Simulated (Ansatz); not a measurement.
Relaxation of a relaxed TiTe2 cell displaced along its unstable phonon at q = (½, ½, 0) of its primitive reciprocal cell (62i cm⁻¹), largest move 0.15 Å; 6 atoms in the cell, which starts as P4₂/nmc, origin choice 1 (No. 137), tP6; a = 4.8696 Å, b = 4.8696 Å, c = 6.8867 Å, α = 90.00°, β = 90.00°, γ = 90.00°. Calculation: PBE (plane waves to 420 eV, PAW, scalar-relativistic; Ansatz, a first-principles code). Γ-centred k-mesh 8×8×8 on the run's cell (coarser than for final values), Fermi–Dirac smearing 0.05 eV. This is the first round of the run. 

The optimiser's lines from the output (shortened; P is positive under compression):

```
relax step   1: F+E_penalty+E_count = -32921.13062067 eV  Δ(F+E_penalty+E_count) = +0.000e0 eV  max|allowed force component| = 1.915e-1 eV/Å  Δτ_max = 0.0000 Å  P = +0.143 GPa  Ω = 163.304 Å³  (7 SCF iters, dr2 threshold 1.00e-7 eV, accepted)
relax step   2: F+E_penalty+E_count = -32921.19121340 eV  Δ(F+E_penalty+E_count) = -6.059e-2 eV  max|allowed force component| = 1.731e-1 eV/Å  Δτ_max = 0.0785 Å  P = -0.133 GPa  Ω = 164.463 Å³  (6 SCF iters, dr2 threshold 6.00e-7 eV, accepted)
relax step   3: F+E_penalty+E_count = -32921.15976072 eV  Δ(F+E_penalty+E_count) = +3.145e-2 eV  max|allowed force component| = 2.961e-1 eV/Å  Δτ_max = 0.1903 Å  P = +2.069 GPa  Ω = 161.771 Å³  (7 SCF iters, dr2 threshold 6.00e-7 eV, rejected (line search))
relax step   4: F+E_penalty+E_count = -32921.22958390 eV  Δ(F+E_penalty+E_count) = -3.837e-2 eV  max|allowed force component| = 3.496e-2 eV/Å  Δτ_max = 0.0889 Å  P = -0.741 GPa  Ω = 167.152 Å³  (11 SCF iters, accepted)
relax step   5: F+E_penalty+E_count = -32921.23575599 eV  Δ(F+E_penalty+E_count) = -6.172e-3 eV  max|allowed force component| = 1.325e-2 eV/Å  Δτ_max = 0.0123 Å  P = +0.166 GPa  Ω = 164.927 Å³  (6 SCF iters, dr2 threshold 6.00e-7 eV, accepted)
relax step   6: F+E_penalty+E_count = -32921.23601320 eV  Δ(F+E_penalty+E_count) = -2.572e-4 eV  max|allowed force component| = 3.937e-5 eV/Å  Δτ_max = 0.0036 Å  P = -0.004 GPa  Ω = 165.338 Å³  (6 SCF iters, dr2 threshold 9.33e-8 eV, accepted)
relax step   7: F+E_penalty+E_count = -32921.23602216 eV  Δ(F+E_penalty+E_count) = -8.961e-6 eV  max|allowed force component| = 3.575e-4 eV/Å  Δτ_max = 0.0002 Å  P = +0.002 GPa  Ω = 165.314 Å³  (5 SCF iters, dr2 threshold 1.23e-9 eV, accepted)
relax step   8: F+E_penalty+E_count = -32921.23629843 eV  Δ(F+E_penalty+E_count) = -2.763e-4 eV  max|allowed force component| = 3.722e-4 eV/Å  Δτ_max = 0.0000 Å  P = +0.002 GPa  Ω = 165.314 Å³  stress off target by 2.56e-3 GPa  SCF on the basis re-selected at this cell (its energy is not comparable with the rows above)  (7 SCF iters)
```

From the first to the last row the energy changes by -0.02 eV/atom and the volume by +1.2 %. The last row is marked as not comparable with the walk above it, whose basis was carried along; it does compare with step 1, since both stand on a basis selected at the nominal cutoff for their own cell.

Step 3 was rejected by the optimiser.

Later rounds, restarted from the end of this one on a renewed k-mesh, logged 3 more steps and released under 0.01 eV/atom more. The final structure after all rounds: P4₂/nmc, origin choice 1 (No. 137), tP6; a = 4.8463 Å, b = 4.8463 Å, c = 7.0393 Å, α = 90.00°, β = 90.00°, γ = 90.00°. Between re-selections the logged energies stand on a plane-wave basis carried along with the cell. No spin polarisation in the result.

The run could not lose the symmetry of its start: the end is stationary, and may be a saddle point rather than a minimum.

The relaxed structure here is a generated cell of TiTe2: the first start was made by placing the elements on the sites of a structure type, and the end was not matched to a known phase here, so it may be hypothetical. Known forms of TiTe2 include space group No. 164.
